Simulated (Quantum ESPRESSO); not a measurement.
## Calculated data, ZnGa$_{2}$ClF$_{7}$ (made-up cell, one site empty), TaTi$_{2}$O$_{5}$F$_{3}$ (made-up cell, one site empty)

All values are calculated (Quantum ESPRESSO 7.5). Calculation on a made-up crystal cell, not a measurement: periodic Kohn-Sham density functional theory in plane waves with PseudoDojo standard norm-conserving scalar-relativistic pseudopotentials, each functional with its own files (v0.5 for PBE, v0.4.1 for LDA and PBEsol), no spin polarisation, no spin-orbit coupling, atoms not relaxed, stress positive in tension, energies less a fixed whole-eV offset for each atom's element; levels are Kohn-Sham levels at fractions of this cell's reciprocal vectors, counted from the reference band (half the neutral cell's valence electrons, rounded up) at Gamma; error bars cover cutoff and k-mesh only, not smearing or the files; each bar is the largest change over components, and at least 0.002 eV, 0.002 eV per angstrom or 0.02 GPa; added strain carries the atoms with the cell, and shear is the tensor component; no dispersion term; energies are for the whole cell, and the offsets were chosen from early runs and are not element reference energies; machines and their load varied, so run times do not measure scaling.

Common to all runs: functional pbe; cutoff 1143 eV; fermi dirac smearing 0.025 eV; scf tolerance 1e-07 eV; electrons removed 0; run command mpirun -np 4 pw.x -nk 4 -in in.

(1) 
```xyz
11
Lattice="4.6426 0.0398 0.0055 0.0398 4.7645 0.0137 0.0074 0.0182 6.2898" Properties=species:S:1:pos:R:3 formula=ZnGa2ClF7 lattice_type=rutile,doubled_along_c empty_site=4 run_processor=Intel_Xeon,older,virtual_cores k_mesh=5_x_5_x_4,shifted_by_half_a_step
Zn     0.0031     0.0169    -0.0290
Ga     2.3240     2.3747     1.6315
Ga    -0.0233    -0.0708     3.1505
F      1.4772     1.4880     0.0661
F      3.2354     3.3128    -0.0063
F      3.8115     1.0811     1.6351
F      0.9482     3.9440     1.5800
F      1.4223     1.5235     3.0413
F      3.2356     3.2751     3.1926
Cl     3.6808     0.8817     4.6785
F      0.8825     3.8528     4.6593
```

Atoms:
```
atoms element  atom site  atom energy offset (eV)
           Zn          1                    -5687
           Ga          2                    -2080
           Ga          3                    -2080
            F          5                     -677
            F          6                     -677
            F          7                     -677
            F          8                     -677
            F          9                     -677
            F         10                     -677
           Cl         11                     -449
            F         12                     -677
```

(2) 
```xyz
11
Lattice="4.7097 0.0000 0.0000 0.0000 4.7097 0.0000 0.0000 0.0000 6.0162" Properties=species:S:1:pos:R:3 formula=TaTi2O5F3 lattice_type=rutile,doubled_along_c empty_site=2 run_processor=Intel_Xeon,2023_or_later,virtual_cores k_mesh=5_x_5_x_4,shifted_by_half_a_step
Ta    -0.0675    -0.0304    -0.0252
Ti    -0.0131     0.0426     2.9741
Ti     2.3468     2.3511     4.5456
O      1.4247     1.4526    -0.0124
F      3.2555     3.3300     0.0450
O      3.8134     0.9038     1.5543
F      0.9128     3.7895     1.5142
F      1.4292     1.4162     3.0598
O      3.2834     3.2869     3.0171
O      3.7961     0.9035     4.5197
O      0.9470     3.7814     4.5300
```

Atoms:
```
atoms element  atom site  atom energy offset (eV)
           Ta          1                    -1770
           Ti          3                    -1614
           Ti          4                    -1614
            O          5                     -452
            F          6                     -677
            O          7                     -452
            F          8                     -677
            F          9                     -677
            O         10                     -452
            O         11                     -452
            O         12                     -452
```

(3) 
```xyz
11
Lattice="4.9362 0.0317 0.0097 0.0317 5.0185 -0.0833 0.0097 -0.0833 5.0702" Properties=species:S:1:pos:R:3 formula=TaTi2O5F3 lattice_type=fluorite empty_site=1 run_processor=Intel_Xeon,older,virtual_cores k_mesh=5_x_4_x_4,shifted_by_half_a_step
Ti     0.0538     2.4868     2.4696
Ti     2.4944    -0.0500     2.5496
Ta     2.4520     2.4416    -0.0382
O      1.2030     1.2783     1.2555
F      1.2415     1.1993     3.8184
O      1.2748     3.7508     1.1999
F      1.2350     3.7170     3.6918
O      3.7913     1.2469     1.2809
O      3.7021     1.2192     3.7848
F      3.7371     3.7406     1.2042
O      3.7443     3.7957     3.7376
```

Atoms:
```
atoms element  atom site  atom energy offset (eV)
           Ti          2                    -1614
           Ti          3                    -1614
           Ta          4                    -1770
            O          5                     -452
            F          6                     -677
            O          7                     -452
            F          8                     -677
            O          9                     -452
            O         10                     -452
            F         11                     -677
            O         12                     -452
```

To be estimated
1. Give the missing stress yz for ZnGa$_{2}$ClF$_{7}$ (made-up cell, one site empty) (entry 1).
2. Estimate the pressure of ZnGa$_{2}$ClF$_{7}$ (made-up cell, one site empty) (entry 1).
3. ZnGa$_{2}$ClF$_{7}$ (made-up cell, one site empty) (entry 1): stress zz?
4. TaTi$_{2}$O$_{5}$F$_{3}$ (made-up cell, one site empty) (entry 2): stress yz?
5. Give the missing stress yy for TaTi$_{2}$O$_{5}$F$_{3}$ (made-up cell, one site empty) (entry 2).
6. What stress xy does the calculation give for TaTi$_{2}$O$_{5}$F$_{3}$ (made-up cell, one site empty) (entry 2)?
7. Estimate the stress yy of TaTi$_{2}$O$_{5}$F$_{3}$ (made-up cell, one site empty) (entry 3).
8. Give the missing pressure for TaTi$_{2}$O$_{5}$F$_{3}$ (made-up cell, one site empty) (entry 3).
9. TaTi$_{2}$O$_{5}$F$_{3}$ (made-up cell, one site empty) (entry 3): stress zz?
10. Give the table of forces values for TaTi$_{2}$O$_{5}$F$_{3}$ (made-up cell, one site empty) (entry 3).

Calculated values
1. -0.8792 GPa
2. 5.455 GPa
3. -3.891 GPa
4. -3.89 GPa
5. 5.505 GPa
6. 4.098 GPa
7. 17.38 GPa
8. -17.68 GPa
9. 21.34 GPa
10. 
Forces:
```
site  x (eV/Å)  y (eV/Å)  z (eV/Å)
   2    -1.759    -1.103    -2.142
   3     2.259     0.586   -0.9363
   4     2.127    -1.611      2.49
   5     1.882     1.333    0.7569
   6  -0.01383    0.5546   -0.3115
   7     1.503    -0.795    0.9632
   8    0.5701   -0.7611    0.2101
   9    -2.312     1.681     0.574
  10    -1.939     1.756    -0.214
  11   -0.2825   -0.3713    0.1284
  12    -2.034     -1.27    -1.519
```

Further results for ZnGa$_{2}$ClF$_{7}$ (made-up cell, one site empty) (entry 1):

* free energy less offsets: 35.92 eV
* scf iterations: 11
* smearing term minus ts: 0 eV
* stress xx: -7.059 GPa
* stress yy: -5.417 GPa
* stress xz: 0.08601 GPa
* stress xy: 9.289 GPa
* reference band: 51
* error bar energy: 0.003469 eV
* error bar stress: 0.02 GPa
* error bar force: 0.002 eV/Å
* error bar next band up: 0.002 eV
* error bars from: tighter rerun of this cell
* wall time of scf and band steps on a shared machine: 280.6 s

Forces:
```
site  x (eV/Å)  y (eV/Å)  z (eV/Å)
   1     1.441    -1.319     1.032
   2    0.3694    0.3657     -1.58
   3     1.791    -1.779   -0.9207
   5    0.1502    0.2367      1.78
   6   -0.2839   -0.3284     2.415
   7     -0.21   -0.3098    0.3481
   8    0.1698    -0.451    0.9227
   9   -0.4453   -0.5306   -0.8919
  10    0.2985    0.4452        -2
  11    -4.229     4.336  -0.07962
  12    0.9479   -0.6651    -1.026
```

Levels:
```
level k point  next band up (eV)
        Gamma              2.378
(1/2,1/2,1/2)              4.353
   (0.15,0,0)              2.646
   (0,0.15,0)              2.644
   (0,0,0.15)              2.549
```

Further results for TaTi$_{2}$O$_{5}$F$_{3}$ (made-up cell, one site empty) (entry 2):

- free energy less offsets: 10.97 eV
- scf iterations: 19
- smearing term minus ts: 0 eV
- pressure: -5.991 GPa
- stress xx: 5.433 GPa
- stress zz: 7.034 GPa
- stress xz: -5.412 GPa
- reference band: 44
- error bar energy: 0.003645 eV
- error bar stress: 0.02927 GPa
- error bar force: 0.002 eV/Å
- error bar next band up: 0.002 eV
- error bars from: tighter rerun of this cell
- wall time of scf and band steps on a shared machine: 275.2 s

Forces:
```
site  x (eV/Å)  y (eV/Å)  z (eV/Å)
   1     2.459     4.606     1.063
   3    -3.422    -1.369    -1.013
   4    -0.753   0.03421    -1.335
   5   -0.9429    -1.262    -1.971
   6   -0.3569   -0.6737   -0.3496
   7       1.8    -1.777   -0.5192
   8    0.2299   -0.2164   -0.1298
   9   -0.1079   -0.1663    0.7649
  10     1.204     1.013     2.522
  11   -0.1401   0.08322    0.4062
  12   0.02983   -0.2727    0.5617
```

Levels:
```
level k point  next band up (eV)
        Gamma              2.073
(1/2,1/2,1/2)              2.139
   (0.15,0,0)              2.082
   (0,0.15,0)              2.074
   (0,0,0.15)               2.03
```

Further results for TaTi$_{2}$O$_{5}$F$_{3}$ (made-up cell, one site empty) (entry 3):

* free energy less offsets: 15.22 eV
* scf iterations: 23
* smearing term minus ts: 0 eV
* stress xx: 14.34 GPa
* stress yz: -2.741 GPa
* stress xz: -6.427 GPa
* stress xy: 0.7313 GPa
* reference band: 44
* error bar energy: 0.002 eV
* error bar stress: 0.05832 GPa
* error bar force: 0.01034 eV/Å
* error bar next band up: 0.003665 eV
* error bars from: tighter rerun of this cell
* wall time of scf and band steps on a shared machine: 379.3 s

Levels:
```
level k point  next band up (eV)
        Gamma             0.5174
(1/2,1/2,1/2)             0.5828
   (0.15,0,0)             0.5829
   (0,0.15,0)             0.5648
   (0,0,0.15)             0.5759
```
